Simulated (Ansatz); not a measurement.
CaZn2Ge2: strain energy, fitted

CaZn2Ge2, I4/mmm, a = 4.254 Å, c = 10.597 Å. The structure is a COD entry; whether it is the stable form wasn't checked. Ansatz: r2SCAN, PAW, 500 eV, Γ-centred 8×8×4 mesh on 10 atoms, Gaussian smearing 0.10 eV; no spin polarisation. Series: biaxial strain in the a-b plane, c and atoms relaxed; x is the strain in per cent. y is the free energy over the unstrained cell, V0 = 19.173 Å³/atom.

```
x (%) y (meV/atom)
 -6.0             ?
 -4.0         20.16
 -2.0          5.58
  0.0          0.00
  2.0          5.89
  4.0         21.53
  6.0         45.36
```

Q: Fit y = c2 x² + c3 x³ to the other rows, turn c2 into a modulus, and predict the missing energy.

A: Least squares on the rows shown. y = 1.2799 x² − 0.0011745 x³. In eV per unit strain² c2 is 12.80; M is the biaxial modulus (E = M V0 ε²): 12.80 × 160.2 / (19.173) = 107 GPa. With a term in x⁴ added, the coefficient of x² becomes 1.403, 10 % more, which shows how far this figure hangs on the form. At x = -6.0 the fit asked for gives 46.33 meV/atom. The run gave 47.15 meV/atom, so the fit is 0.82 meV/atom too low, within twice the rms miss on the fitted rows (0.70 meV/atom).

Cost: 7 runs of about 25 core-minutes in all, on Oxide Virtual Turin-like Processor (Zen 5) (shared hosts).